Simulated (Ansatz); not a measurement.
Au₂Se₄O₁₁ in space group C2/c (No. 15; Pearson symbol mS68), plane-wave PAW PBE (Ansatz code), all energies at zero smearing, with the estimated change up to a 700 eV cutoff added, with one set of potentials and settings (totals compare only within such a set). Cell of 34 atoms (8 Se, 4 Au, 22 O): -108797.954 eV.

| element | reference phase | E (eV/atom) |
|---|---|---|
| Se | P3_121, 3 atoms in the cell | -5469.0798 |
| Au | Fm-3m, 1 atoms in the cell | -13149.3277 |
| O | C2/m, 4 atoms in the cell, spin-polarised | -565.0000 |

Formation energy per atom, worked out: (-108797.954 − 8×(-5469.0798) − 4×(-13149.3277) − 22×(-565.0000))/34 = -0.530 eV/atom (-51 kJ per mol of atoms), at 0 K, without zero-point energy or fitted corrections.

The workflow started from a Materials Project entry (that database holds measured and hypothetical structures alike); the Crystallography Open Database files this formula in space group No. 15, but the cells were not matched. Whether it is the stable phase at ambient conditions was not checked. The PBE relaxation kept the symmetry of its start; whether a distortion lowers the energy is not shown. The references are the lowest solids computed at this level, not always the standard phases (solids in place of the gases). Spin–orbit coupling is left out wherever it is not named.

Potentials: the later of the program's two PAW sets.
